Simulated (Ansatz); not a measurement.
NaCd4As3: reading a single point

```
CELL_PARAMETERS angstrom
4.33416 0.00000 0.00000
0.00000 4.33416 0.00000
0.00000 0.00000 10.39178
ATOMIC_POSITIONS crystal
Na 0.00000 0.00000 0.50000
Cd 0.00000 0.50000 0.16323
Cd 0.50000 0.00000 0.16323
Cd 0.00000 0.50000 0.83677
Cd 0.50000 0.00000 0.83677
As 0.50000 0.50000 0.30150
As 0.50000 0.50000 0.69850
As 0.00000 0.00000 0.00000
```

Level: r2SCAN, no spin polarisation; 500 eV; 8×8×4 Γ-centred mesh; fermi-dirac occupations (width 0.1 eV); Ansatz 0.2.0, fixed geometry.

- Formation energy: -0.16 eV an atom against the elements' usual phases (free molecules for gases, crystals otherwise, with no correction for O₂ or N₂), so it is bound against them; other compounds may still compete. Relaxing would lower it.
- Electronic structure: Counting bands on this mesh leaves a gap of 0.22 eV, but it is narrow, so a finer mesh and a narrower smearing would have to settle it.
- Contacts: Cd–As at 2.60 Å: least valence density 0.39 e/Å³ and ELF 0.38 there. Cd–Cd at 3.06 Å: least valence density 0.17 e/Å³ and ELF 0.18 there. Na–As at 3.69 Å: least valence density 0.02 e/Å³ and ELF 0.01 there, so no covalent bond. Both are smooth PAW fields, read partly inside the augmentation spheres.
- Stress: The pressure is 6.6 GPa (compression positive), so with the atoms held at these fractions the cell would first expand; the forces are large, so a full relaxation may end otherwise.
- Forces: The largest is on As6 (and as large on other atoms): 1.49 eV/Å, components (0.00, 0.00, 1.49). It makes 124° with the line to a nearest neighbour, Cd2 at 2.60 Å.
- Charges: Bader charges in e: Na +0.90, Cd +0.49, As -0.95. In the mean Na gives up most and As takes most.

Origin: a known structure type with other elements, at an estimated volume, so it need not be a known compound. Caveats: the gap is not wide against the smearing.
